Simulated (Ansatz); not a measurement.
The relaxed structure here is a generated cell of BaTiO3: the first start was made by placing the elements on the sites of a structure type, and the end was not matched to a known phase here, so it may be hypothetical. Known forms of BaTiO3 include space group No. 99, 221.

A relaxed structure of BaTiO3. Space group R-3c (No. 167), AFLOW prototype ABC3_hR10_167_a_b_e (G0_1, as in CaCO3). Calculation: PBEsol (plane waves to 420 eV, PAW, scalar-relativistic; Ansatz, a first-principles code).

```cif
data_Ba6O18Ti6
_chemical_formula_sum 'Ti6 Ba6 O18'
_space_group_name_H-M_alt 'R-3c :H'
_space_group_IT_number 167
_space_group_name_Hall '-R 3 2"c'
_cell_length_a 6.15172
_cell_length_b 6.15172
_cell_length_c 17.59896
_cell_angle_alpha 90.000
_cell_angle_beta 90.000
_cell_angle_gamma 120.000
loop_
_atom_site_label
_atom_site_type_symbol
_atom_site_symmetry_multiplicity
_atom_site_Wyckoff_symbol
_atom_site_fract_x
_atom_site_fract_y
_atom_site_fract_z
_atom_site_occupancy
Ti1 Ti 6 a 0.00000 0.00000 0.25000 1
Ba1 Ba 6 b 0.00000 0.00000 0.00000 1
O1 O 18 e 0.28642 0.28642 0.75000 1
```
(The calculation used a cell of 10 atoms; values per cell refer to that cell.)

| Item | Result |
|---|---|
| Volume per atom | 19.23 Å³ |
| Band gap | 2.57 eV, direct at Γ (no spin-orbit coupling) |
| Shortest distances | O–Ti 1.76 Å; Ba–O 2.65 Å; O–O 3.05 Å |
| k-mesh | 7×7×7 |

Band energies at high-symmetry points (eV from the VBM; labels of this space group; no spin-orbit coupling), from −5 eV up to 5.5 eV:

```json
[
 {"point": "Γ", "energies": "-2.45 -2.45 -2.08 -2.03 -2.03 -1.89 -1.87 -1.87 -1.69 -1.30 -1.30 -1.01 -1.01 -0.59 -0.35 -0.32 -0.32 0.00 2.57 2.98 4.17 4.17 4.21 4.21"},
 {"point": "T", "energies": "-2.25 -2.25 -2.25 -2.25 -1.88 -1.88 -1.46 -1.46 -1.46 -1.46 -1.33 -1.33 -0.83 -0.83 -0.83 -0.83 -0.32 -0.32 3.07 3.07 4.25 4.25 4.25 4.25"},
 {"point": "H2", "energies": "-2.42 -2.42 -2.25 -2.25 -1.93 -1.93 -1.68 -1.68 -1.44 -1.44 -1.23 -1.23 -0.74 -0.74 -0.41 -0.41 -0.23 -0.23 2.86 2.86 4.04 4.04 4.37 4.37"},
 {"point": "H0", "energies": "-2.42 -2.42 -2.25 -2.25 -1.93 -1.93 -1.68 -1.68 -1.44 -1.44 -1.23 -1.23 -0.74 -0.74 -0.41 -0.41 -0.23 -0.23 2.86 2.86 4.04 4.04 4.37 4.37"},
 {"point": "L", "energies": "-2.33 -2.33 -2.18 -2.18 -2.00 -2.00 -1.83 -1.83 -1.52 -1.52 -1.02 -1.02 -0.60 -0.60 -0.52 -0.52 -0.26 -0.26 2.80 2.80 4.14 4.14 4.21 4.21"},
 {"point": "S0", "energies": "-2.47 -2.39 -2.27 -2.13 -2.10 -1.79 -1.79 -1.65 -1.51 -1.34 -1.27 -1.16 -0.93 -0.52 -0.46 -0.35 -0.31 -0.16 2.82 2.87 3.96 4.13 4.33 4.37"},
 {"point": "S2", "energies": "-2.47 -2.39 -2.27 -2.13 -2.10 -1.79 -1.79 -1.65 -1.51 -1.34 -1.27 -1.16 -0.93 -0.52 -0.46 -0.35 -0.31 -0.16 2.82 2.87 3.96 4.13 4.33 4.37"},
 {"point": "F", "energies": "-2.62 -2.42 -2.22 -2.07 -1.93 -1.92 -1.66 -1.62 -1.56 -1.36 -1.28 -1.16 -1.01 -0.62 -0.47 -0.40 -0.35 0.00 2.87 2.91 3.84 4.18 4.35 4.46 5.40"}
]
```

No spin polarisation in the result.

The run could not lower the symmetry of its start; a shaken copy of this end point relaxes with PBEsol to R3m (No. 160), 519 meV/atom lower.
